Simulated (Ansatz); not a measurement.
A plane-wave DFT run in Ansatz 0.2.0 (scalar-relativistic PAW potentials unless the input names others): input and command.

```yaml
crystal:
  lattice:
    - [0.0, 3.0126927531, 2.1299737764]
    - [3.0126927531, 0.0, 2.1299737764]
    - [3.0126927531, 3.0126927531, 0.0]
  atoms:
    - { symbol: Na, position: [0.0, 0.0, 0.0] }
    - { symbol: B, position: [0.5, 0.5, 0.5] }
basis:
  ecutwfc: 420
kpoints:
  mp_grid: { grid: [27, 27, 27] }
hamiltonian:
  xc: pbesol
scf:
  occupations: { method: methfessel_paxton, width: 0.01 }
output:
  forces: true
  eigenvalues: true
  stress: true
```

```bash
ansatz run input.yaml --threads 1 --pin off --max-ram 1228MiB --backend cpu --events-out ev --progress --plain --runs-dir out
```

Abridged log:
```
Pseudopotentials: kind: paw
Pseudopotential: Na, paw, valence charge 9, recommended cutoff 420 eV (normal)
Pseudopotential: B, paw, valence charge 3, recommended cutoff 420 eV (normal)
Functional definition: PBEsol
Crystal: 2 atoms, lattice volume = 38.665 Å³
Basis set: ecut = 420 eV, 767 PW (Γ), exchange–correlation on 50×50×60 points (8 copies of the dense FFT grid, shifted against one another)
Bands: 10, of which v1, the nominal top of the filled ones, is band 6 counted from 1 (5 counted from 0)
Symmetry: 16 space group operations
Space group: I4/mmm (ITA 139), of the structure as read, at distance tolerance 3.4e-5 Å
k-points: 1470 of 19683
Initial density: superposition of atomic densities (neutral atoms: chi_scale 0, normalization atom), corrected by the library's trained network
Initial wavefunctions: pseudopotential atomic-orbital guess
Functional: x = pbesol(κ = 0.804, μ = 0.12345679), c = pbesol(β = 0.046)
SCF iter   1: F=—  HF=-1623.644541 eV  |F-HF|=—  |Δ(HF+E_count)|=         —  Δρ=6.23e-3  dr2=1.11e-2  ethr=1.77e-3  ⟨swp⟩=6.1  Hψ=87870  notcnv=0
SCF iter   2: F=—  HF=-1623.641921 eV  |F-HF|=—  |Δ(HF+E_count)|=   2.62e-3  S|Δr|=    0.00e0  Δρ=3.61e-3  dr2=4.54e-3  ethr=9.24e-5  ⟨swp⟩=1.9  Hψ=29254  notcnv=0  defer=109
SCF iter   3: F=—  HF=-1623.640763 eV  |F-HF|=—  |Δ(HF+E_count)|=   1.16e-3  S|Δr|=    0.00e0  Δρ=4.99e-4  dr2=1.13e-4  ethr=3.78e-5  ⟨swp⟩=2.6  Hψ=22054  notcnv=0  defer=113
SCF iter   4: F=—  HF=-1623.640754 eV  |F-HF|=—  |Δ(HF+E_count)|=   9.69e-6  S|Δr|=    0.00e0  Δρ=2.24e-4  dr2=2.17e-5  ethr=9.40e-7  ⟨swp⟩=1.3  Hψ=15105  notcnv=0  defer=243
SCF iter   5: F=—  HF=-1623.640753 eV  |F-HF|=—  |Δ(HF+E_count)|=   1.20e-6  S|Δr|=    0.00e0  Δρ=3.90e-5  dr2=5.36e-7  ethr=1.81e-7  ⟨swp⟩=2.1  Hψ=21793  notcnv=0  defer=243
SCF iter   6: F=-1623.640753 eV  HF=-1623.640753 eV  |F-HF|=8.83e-9  |Δ(HF+E_count)|=   8.77e-8  S|Δr|=    0.00e0  Δρ=1.13e-5  dr2=5.37e-8  ethr=8.33e-10  ⟨swp⟩=5.3  Hψ=71004  notcnv=0
SCF 1 converged in 6 iterations: F = -1623.640753 eV  dr2 = 5.37e-8
SCF converged after 6 iterations
Stability not checked: this state was not tested for a lower state beside it, because cold or Methfessel-Paxton smearing, or corrected tetrahedra, fill the levels in a way that the test cannot read (fill_not_monotonic; see scf.lower_state_search)
Free energy (F): -1623.640753 eV
Harris-Foulkes:  -1623.640753 eV  (|F-HF|=8.83e-9)
Internal energy: -1623.640756 eV  (E = F + TS)
E sigma→0 (E₀):  -1623.640753 eV
Entropy (-TS):   0.000003 eV (0.002 meV/atom)
Fermi energy:    2.639413 eV
--- Forces (eV/Å), atoms counted from 1 ---
  atom   1  Na     0.00000000     0.00000000     0.00000000
  atom   2  B      0.00000000     0.00000000     0.00000000
--- Stress (GPa, compression-positive) ---
       -7.000401       0.000000       0.000000
        0.000000      -7.000401       0.000000
        0.000000       0.000000      35.067575
  P = ⅓ Tr σ = 7.0223 GPa (70.223 kbar)
```

Apart from outputs and empty bands, the input differs from a reference run on usual settings in scf.occupations.method: "gaussian" → "methfessel_paxton"; scf.occupations.width: 0.15 → 0.01; kpoints.mp_grid.grid: [18, 18, 18] → [27, 27, 27]. The reference, at the same geometry (not necessarily relaxed), gave pressure 7.05 GPa, largest force 0.000 eV/Å, no gap on the mesh. This run converged in 6 SCF iterations (reference: 6) with an energy at zero smearing 0.07 meV/atom below the reference's, pressure 7.02 GPa, largest force 0.000 eV/Å, no gap on the mesh. Its k mesh, for so narrow a smearing in a metal, is looser than usual, yet energy, pressure and forces hardly moved.